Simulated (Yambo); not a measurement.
Yambo run on RbBr (rock salt, space group Fm-3m, No. 225). The wavefunctions are PBEsol (Quantum ESPRESSO, PseudoDojo norm-conserving, 46 Ry, scalar-relativistic) ones on a 4×4×4 mesh (8 occupied bands); a = b = c = 4.839 Å, α = β = γ = 60.00°.

Yambo input:

```
rim_cut
gw0
dyson
el_el_corr
HF_and_locXC
ppa
em1d
RandQpts= 1000000
RandGvec= 1 Ry
EXXRLvcs= 46 Ry
VXCRLvcs= 184 Ry
Chimod= "HARTREE"
% BndsRnXp
 1 | 145 |
%
NGsBlkXp= 8 Ry
% LongDrXp
 1.0 | 1.0 | 1.0 |
%
PPAPntXp= 27.2114 eV
% GbndRnge
 1 | 145 |
%
GTermKind= "none"
DysSolver= "n"
ExtendOut
% QPkrange
 1 | 1 | 8 | 9 |
%
```

k points by index: 1 = Γ.

Table of the .qp output:

```
#    K-point    Band    Eo [eV]    E [eV]    E-Eo [eV]    Vxc [eV]    Vnlxc [eV]    Sc|Eo [eV]    Sc|E [eV]    dSc/dw|Eo [eV]    Re(Z)    Im(Z)
#
    1    8    0.000000    -1.847596    -1.847596    -12.55978    -16.47527    1.657138    2.067894    -6.049026    0.818127    -0.001785
    1    9    4.224275    4.917450    0.693175    -6.589413    -2.972254    -2.824105    -2.923984    -3.920326    0.874072    -0.917331E-3
```
(The two width columns are left out.) Convergence of these settings isn't established.

Spin-orbit coupling is not included.

Geometry relaxed with PBEsol.
